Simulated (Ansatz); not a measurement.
Values for one crystal, relaxed and computed with PBE (plane waves, PAW; program Ansatz); other levels are named.

| Item | Value |
|---|---|
| Volume per atom | 9.96 Å³ |
| Electronic character | metallic (no gap) |
| Pressure derivative B′ | 3.9 |
| Bulk modulus (Birch–Murnaghan fit) | 248 GPa |
| Density of states at the Fermi level | 0.09 states/eV per atom (mean over ±0.08 eV) |
| Formation energy from the elements (no fitted shifts) | -1.01 eV/atom |

Problem. Which of these materials gives this?
A. HfSi, P6/mmm (Hf on 3f, Si on 1a, Si on 2d)
B. BP, P4_2/mmc (B on 2c, P on 2e)
C. BP, P6_222 (B on 3d, P on 3c)
D. HfB2, P6/mmm (Hf on 1a, B on 2d)

Solution. D, HfB2, P6/mmm (Hf on 1a, B on 2d)

The PBE relaxation kept the symmetry of its start. The run is not spin-polarised. The references are the lowest solids computed at this level, not always the standard phases. Scalar-relativistic: spin–orbit coupling is off unless named, which matters more the heavier the elements.

Potentials: the later of the program's two PAW sets.
